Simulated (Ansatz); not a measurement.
TePb2S:
```
CELL_PARAMETERS angstrom
      2.18131     1.25938     7.11350
     -2.18131     1.25938     7.11350
      0.00000    -2.51876     7.11350
ATOMIC_POSITIONS crystal
  Te 0.50000 0.50000 0.50000
  Pb 0.74121 0.74121 0.74121
  Pb 0.25879 0.25879 0.25879
  S  0.00000 0.00000 0.00000
```

Relaxed with PBEsol. Independent-particle spectrum: no excitons, no local fields, no scissors shift; 0.1 eV broadening; ε₁ of the summed bands alone.

Task: Tabulate the dielectric function from DFT-PBEsol in the program Ansatz with PAW potentials.

Result: 

```
E (eV)   ε₁ xx  ε₂ xx   ε₁ zz  ε₂ zz
------  ------  -----  ------  -----
0.0      24.93   0.00   24.40   0.00
0.5      26.86   0.54   26.53   0.60
1.0      32.15   2.97   30.68   3.90
1.5      41.80  16.22   35.04  12.84
2.0      30.49  55.17   40.12  44.02
2.5      -7.93  34.34   -6.21  38.74
3.0     -14.56  21.14  -14.86  26.30
3.5     -11.31  10.85  -12.91  12.70
4.0      -7.49   7.16   -9.08   7.07
4.5      -5.18   4.99   -5.93   4.86
5.0      -3.97   4.22   -4.39   3.98
5.5      -2.34   3.51   -2.92   2.84
6.0      -2.06   3.15   -1.74   2.55
6.5      -0.22   3.38    0.57   4.90
7.0      -1.43   3.92   -0.45   2.70
7.5      -1.76   4.29   -1.08   4.88
8.0      -2.20   2.93   -2.52   3.12
8.5      -1.73   2.25   -1.96   2.24
9.0      -1.29   1.91   -1.45   1.85
9.5      -1.02   2.00   -1.09   1.80
10.0     -1.20   1.96   -1.09   1.77
10.5     -1.30   1.66   -1.12   1.64
11.0     -1.22   1.26   -1.10   1.38
11.5     -1.01   0.99   -1.12   1.08
12.0     -0.72   0.89   -0.75   0.86
```

Task: From ε at 1.0 eV (xx: 32.15 + 2.97i), find n, k, the normal reflectivity and the absorption coefficient.

Result: n = 5.68, k = 0.262, R = 49 %, α = 2kE/ħc = 27000 cm⁻¹.

With all bands, ε∞ without local fields is 25.1 (xx = yy), 24.5 (zz).

Space group R-3m. The workflow started from a Materials Project entry (that database holds measured and hypothetical structures alike); the Crystallography Open Database copy checked does not list it. Whether it is the stable phase at ambient conditions was not checked. The cell was relaxed with PBEsol under the symmetry of its start; of distortions, only those at the zone centre were tested. Spin–orbit coupling is left out wherever it is not named.

Potentials: the later of the program's two PAW sets.
